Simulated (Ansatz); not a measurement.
Method: DFT PBE, scalar-relativistic, plane waves, PAW in Ansatz. All cells share a 420 eV cutoff and Γ-centred k meshes spaced at most about 0.3 Å⁻¹ (about 0.25 or finer for metals, 2π included). No spin polarisation in the final relaxations.

All energies are static (0 K, no zero-point motion).

Two forms of LiReH6 were relaxed alike.

1.

```
CELL_PARAMETERS angstrom
2.85293 0.00000 0.00000
0.00000 2.85293 0.00000
0.00000 0.00000 7.33607
ATOMIC_POSITIONS crystal
Li 0.00000 0.00000 0.50000
Re 0.00000 0.00000 0.00000
H 0.50000 0.50000 0.00000
H 0.50000 0.50000 0.50000
H 0.50000 0.00000 0.16138
H 0.50000 0.00000 0.83862
H 0.00000 0.50000 0.16138
H 0.00000 0.50000 0.83862
```

2.

```
CELL_PARAMETERS angstrom
3.53237 0.00000 0.00000
0.00000 3.53237 0.00000
0.00000 0.00000 3.53237
ATOMIC_POSITIONS crystal
Li 0.50000 0.50000 0.50000
Re 0.00000 0.00000 0.00000
H 0.00000 0.50000 0.78107
H 0.50000 0.21893 0.00000
H 0.78107 0.00000 0.50000
H 0.00000 0.50000 0.21893
H 0.50000 0.78107 0.00000
H 0.21893 0.00000 0.50000
```

**Question.** Which form is favoured at zero pressure, and by what margin per atom?

**Answer.** Cell 1 is lower, by 167 meV/atom. Cell 1 has space group P4/mmm (No. 123), 7.5 Å³/atom and no gap on its mesh; cell 2 has space group Pm-3 (No. 200), 5.5 Å³/atom and no gap. Counting H atoms around Li and Re (those within 1.25 times the shortest such distance or 1.15 times the sum of covalent radii), cell 1 has Li 4, Re 12 and cell 2 has Li 12, Re 12. Even the lower one lies +0.16 eV/atom against the reference forms of the elements (uncorrected), so neither is stable at this level. In cell 1, Li has 4 H at 2.02 Å; around Re lie 8 H at 1.85 Å and 4 H at 2.02 Å; around H on a site of symmetry 4/mmm lie 8 H at 1.85 Å and 4 Re at 2.02 Å; 2 more sites not described. In cell 2, Li has 12 H at 2.03 Å and 8 Re at 3.06 Å; Re has 12 H at 1.93 Å and 8 Li at 3.06 Å; around H lie 1 H at 1.55 Å, 2 Re at 1.93 Å, 1 H at 1.99 Å and 2 Li at 2.03 Å. Both come from invented guesses.

These runs have no spin–orbit coupling, which can matter for Re. The zero gap of P4/mmm may come from the functional, which often closes small gaps, or the cell may be a true semimetal. With hydrogen, zero-point motion can shift such differences by 10 meV/atom or more. Cells relaxed within their symmetry can be saddle points.
